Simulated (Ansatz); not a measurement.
Migration of Li in Bi2Se3

The calculation used DFT LDA, scalar-relativistic, plane waves, PAW in Ansatz. (420 eV cutoff, 3×3×3 k-mesh, Gaussian smearing of 0.10 eV, no spin polarisation)

In a supercell of 35 host sites, interstitial Li hops to an equivalent place, moving 4.10 Å between the relaxed ends. Climbing-image nudged elastic band at fixed cell with images 0 (start) to 6 (end), the path measured over all atoms, converged to 0.05 eV/Å; the order of the saddle wasn't checked, and the small cell leaves errors of about a tenth of an eV. At the top the atom squeezes straight between two others, where symmetry can hold a band on a ridge, so a bent path, such as one by way of a neighbouring hole, may have a much lower barrier.

A cell with an odd number of electrons and no spin polarisation is a metal by construction and may be lower with spin. Spin-orbit coupling is left out, which matters for the bands and energies of heavy elements.

Command:

```bash
ansatz run input.yaml --threads 8 --pin off --max-ram 20480MiB --backend cpu --events-out ev --progress --plain --runs-dir out
```

Input:

```yaml
crystal:
  lattice:
    - [-8.2070747819, 7.1075352519, -1.2e-09]
    - [-10.2588434774, -3.5537676259, 6.0e-10]
    - [-6.1553060864, 1.1845892102, 9.3130287358]
  atoms:
    - { symbol: Bi, position: [0.0283355889, 0.457741716, 0.2045375964] }
    - { symbol: Bi, position: [0.4577961386, 0.3094135698, 0.2044991759] }
    - { symbol: Bi, position: [0.8804002557, 0.1683546008, 0.2056081005] }
    - { symbol: Bi, position: [0.3094766377, 0.0282651466, 0.2045170485] }
    - { symbol: Bi, position: [0.7456924273, 0.880341694, 0.2055914721] }
    - { symbol: Bi, position: [0.168392609, 0.745673506, 0.2055774187] }
    - { symbol: Bi, position: [0.6086922222, 0.6086199829, 0.1740310991] }
    - { symbol: Bi, position: [0.8316481199, 0.2543251392, 0.7944126898] }
    - { symbol: Bi, position: [0.2543521325, 0.1196075469, 0.7944376466] }
    - { symbol: Bi, position: [0.6906343244, 0.9716529924, 0.7954989482] }
    - { symbol: Bi, position: [0.1196675645, 0.8316108689, 0.7944304902] }
    - { symbol: Bi, position: [0.5422733935, 0.6905482451, 0.7954848101] }
    - { symbol: Bi, position: [0.9717495775, 0.5422118556, 0.7955078045] }
    - { symbol: Bi, position: [0.3913806105, 0.39130682, 0.8259643562] }
    - { symbol: Se, position: [0.4252424934, 0.8631004306, 0.9959855784] }
    - { symbol: Se, position: [0.8631611006, 0.715650848, -0.0040167061] }
    - { symbol: Se, position: [0.2843478231, 0.5747683936, 0.0040122291] }
    - { symbol: Se, position: [0.7157073592, 0.4251854948, -0.0040178314] }
    - { symbol: Se, position: [0.1369018567, 0.2842974231, 0.0040181838] }
    - { symbol: Se, position: [0.574816055, 0.136849055, 0.0040129752] }
    - { symbol: Se, position: [1.0, 1.0, 0.0] }
    - { symbol: Se, position: [0.2207768367, 0.6406646968, 0.6375511111] }
    - { symbol: Se, position: [0.6406866985, 0.5010024846, 0.6375454398] }
    - { symbol: Se, position: [0.0748118698, 0.3630481403, 0.626299564] }
    - { symbol: Se, position: [0.5010777333, 0.2206911432, 0.637567436] }
    - { symbol: Se, position: [0.9359006435, 0.0747569448, 0.6262977758] }
    - { symbol: Se, position: [0.3631092474, 0.935850618, 0.6262843938] }
    - { symbol: Se, position: [0.7905049925, 0.7904324551, 0.6286111672] }
    - { symbol: Se, position: [0.6369710825, 0.0641197397, 0.3736998507] }
    - { symbol: Se, position: [0.064180429, 0.9251971007, 0.3737251011] }
    - { symbol: Se, position: [0.4990066511, 0.7792018387, 0.3624595278] }
    - { symbol: Se, position: [0.925246098, 0.6369141069, 0.3737222269] }
    - { symbol: Se, position: [0.3593516205, 0.4989476681, 0.362430604] }
    - { symbol: Se, position: [0.7792798164, 0.3593140319, 0.362455289] }
    - { symbol: Se, position: [0.2095676853, 0.209515351, 0.3714034974] }
    - { symbol: Li, position: [0.5000010312, 0.4999380274, 0.4999978083] }
basis:
  ecutwfc: 420
  xc_grid: 2
kpoints:
  mp_grid: { grid: [3, 3, 3], shift: [0.0, 0.0, 0.0] }
hamiltonian:
  xc: lda
scf:
  occupations: { method: gaussian, width: 0.1 }
output:
  forces: true
neb:
  images: 5
  f_tol: 0.05
  max_iterations: 70
  order_check: false
  final_atoms:
    - { symbol: Bi, position: [0.0292247101, 0.4522707126, 0.2044991759] }
    - { symbol: Bi, position: [0.4518288272, 0.3112117437, 0.2056081005] }
    - { symbol: Bi, position: [0.8809052091, 0.1711222894, 0.2045170485] }
    - { symbol: Bi, position: [0.3171209987, 0.0231988369, 0.2055914721] }
    - { symbol: Bi, position: [0.7398211805, 0.8885306489, 0.2055774187] }
    - { symbol: Bi, position: [0.1801207937, 0.7514771257, 0.1740310991] }
    - { symbol: Bi, position: [0.5997641603, 0.6005988589, 0.2045375964] }
    - { symbol: Bi, position: [0.825780704, 0.2624646898, 0.7944376466] }
    - { symbol: Bi, position: [0.2620628959, 0.1145101352, 0.7954989482] }
    - { symbol: Bi, position: [0.691096136, 0.9744680118, 0.7944304902] }
    - { symbol: Bi, position: [0.1137019649, 0.8334053879, 0.7954848101] }
    - { symbol: Bi, position: [0.5431781489, 0.6850689985, 0.7955078045] }
    - { symbol: Bi, position: [0.962809182, 0.5341639628, 0.8259643562] }
    - { symbol: Bi, position: [0.4030766913, 0.3971822821, 0.7944126898] }
    - { symbol: Se, position: [0.434589672, 0.8585079908, 0.9959832939] }
    - { symbol: Se, position: [0.8557763946, 0.7176255364, 0.0040122291] }
    - { symbol: Se, position: [0.2871359306, 0.5680426376, -0.0040178314] }
    - { symbol: Se, position: [0.7083304282, 0.4271545659, 0.0040181838] }
    - { symbol: Se, position: [0.1462446264, 0.2797061979, 0.0040129752] }
    - { symbol: Se, position: [0.5714285714, 0.1428571429, 0.0] }
    - { symbol: Se, position: [0.9966710648, 1.0059575735, -0.0040144216] }
    - { symbol: Se, position: [0.2121152699, 0.6438596274, 0.6375454398] }
    - { symbol: Se, position: [0.6462404412, 0.5059052831, 0.626299564] }
    - { symbol: Se, position: [0.0725063048, 0.3635482861, 0.637567436] }
    - { symbol: Se, position: [0.5073292149, 0.2176140877, 0.6262977758] }
    - { symbol: Se, position: [0.9345378188, 0.0787077609, 0.6262843938] }
    - { symbol: Se, position: [0.3619335639, 0.9332895979, 0.6286111672] }
    - { symbol: Se, position: [0.7922054081, 0.7835218397, 0.6375511111] }
    - { symbol: Se, position: [0.6356090004, 0.0680542435, 0.3737251011] }
    - { symbol: Se, position: [0.0704352225, 0.9220589816, 0.3624595278] }
    - { symbol: Se, position: [0.4966746695, 0.7797712497, 0.3737222269] }
    - { symbol: Se, position: [0.930780192, 0.6418048109, 0.362430604] }
    - { symbol: Se, position: [0.3507083879, 0.5021711747, 0.362455289] }
    - { symbol: Se, position: [0.7809962567, 0.3523724938, 0.3714034974] }
    - { symbol: Se, position: [0.2083996539, 0.2069768826, 0.3736998507] }
    - { symbol: Li, position: [0.0714296026, 0.6427951703, 0.4999978083] }
```

Course of the band:

| iteration | largest band force (eV/Å) | climbing image | energies over image 0 (eV) |
| --- | --- | --- | --- |
| 1 | 6.021 | none | 0.000 0.439 2.366 4.065 2.364 0.439 0.000 |
| 2 | 3.514 | none | 0.000 0.249 1.296 2.290 1.295 0.249 0.000 |
| 3 | 0.835 | none | 0.000 0.193 0.750 1.213 0.749 0.193 0.000 |
| 4 | 0.365 | 3 | 0.000 0.191 0.655 0.994 0.654 0.190 0.000 |
| 5 | 0.063 | 3 | 0.000 0.192 0.641 0.960 0.641 0.191 0.000 |
| 6 | 0.022 | 3 | 0.000 0.192 0.640 0.957 0.640 0.192 0.000 |

Final band:

```
image path (Å) E − E(0) (eV) Li x (Å) Li y (Å) Li z (Å) force on Li (eV/Å)
    0      0.00          0.000   -12.310     2.369     4.656                0.00
    1      0.77          0.192   -11.991     1.825     4.655                0.39
    2      1.54          0.640   -11.654     1.238     4.654                0.61
    3      2.31          0.957   -11.283     0.594     4.658                0.00
    4      3.09          0.640   -10.912    -0.052     4.661                0.61
    5      3.86          0.192   -10.577    -0.639     4.659                0.39
    6      4.63          0.000   -10.258    -1.184     4.656                0.00
```

Barrier 0.96 eV. Time: 39 min on 8 threads of Intel(R) Xeon(R) Processor @ 2.70GHz (shared host), peak memory 18 GiB.